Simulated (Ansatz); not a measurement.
The relaxed structure here is a generated cell of Mo2C: the first start was made by placing the elements on the sites of a structure type, and the end was not matched to a known phase here, so it may be hypothetical.

One starting cell of Mo2C (a generated cell, Mo2C placed in the AFLOW prototype AB2_cF12_225_a_c (C1, as in CaF2)) was relaxed twice with Ansatz (plane waves, PAW, scalar-relativistic): with PBEsol at 420 eV and with PBE at 420 eV. The PBEsol result:

```yaml
crystal:
  lattice:
    - [0.00000, 2.64416, 2.64416]
    - [2.64416, 0.00000, 2.64416]
    - [2.64416, 2.64416, 0.00000]
  atoms:
    - { symbol: C, position: [0.00000, 0.00000, 0.00000] }
    - { symbol: Mo, position: [0.25000, 0.25000, 0.25000] }
    - { symbol: Mo, position: [0.75000, 0.75000, 0.75000] }
```

```json
[
 {"quantity": "space group", "PBEsol": "Fm-3m", "PBE": "Fm-3m"},
 {"quantity": "volume (Å³/atom)", "PBEsol": "12.32", "PBE": "12.67"},
 {"quantity": "a (Å)", "PBEsol": "5.288", "PBE": "5.338"},
 {"quantity": "gap (eV, no spin-orbit coupling)", "PBEsol": "0.00", "PBE": "0.00"}
]
```

Both levels end in the same structure; PBE's volume is 2.8 % larger. Neither column is exact.

No spin polarisation in the result.

The run could not lower the symmetry of its start; a shaken copy of this end point relaxes with PBEsol to R-3m (No. 166), 0.74 eV/atom lower.

Ansatz is a first-principles code.
